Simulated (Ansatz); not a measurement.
IrPt (CsCl type, space group No. 221) at seven volumes, DFT-PBE in the program Ansatz with PAW potentials, scaled uniformly. One row is withheld.

| V (Å³/atom) | P (GPa) |
|---|---|
| 14.007 | 33.22 |
| 14.469 | ? |
| 14.931 | 9.09 |
| 15.392 | 0.00 |
| 15.854 | -7.53 |
| 16.316 | -13.72 |
| 16.778 | -18.83 |

**Question.** Fit the shown pressures and predict the withheld one.

**Answer.** Third-order Birch–Murnaghan: P = (3/2)B₀(x^(7/2) − x^(5/2))[1 + (3/4)(B′ − 4)(x − 1)] with x = (V₀/V)^(2/3). Least squares on the six rows gives V₀ = 15.392 Å³/atom, B₀ = 274.5 GPa, B′ = 5.28. At V = 14.469, x = 1.0421 and P = 19.99 GPa. The run itself gave 20.05 GPa.

Space group Pm-3m (CsCl type). The start of the workflow was typed in or built on a structure type; neither database checked (COD, Materials Project) lists it. Whether it is the stable phase at ambient conditions was not checked. The cell was relaxed with PBE under the symmetry of its start; its stability against distortions is not shown here. No spin polarisation was allowed. Its formation energy is positive at this level, so the cell may be metastable or incomplete. Spin–orbit coupling is left out wherever it is not named.

Potentials: the earlier of the program's two PAW sets.
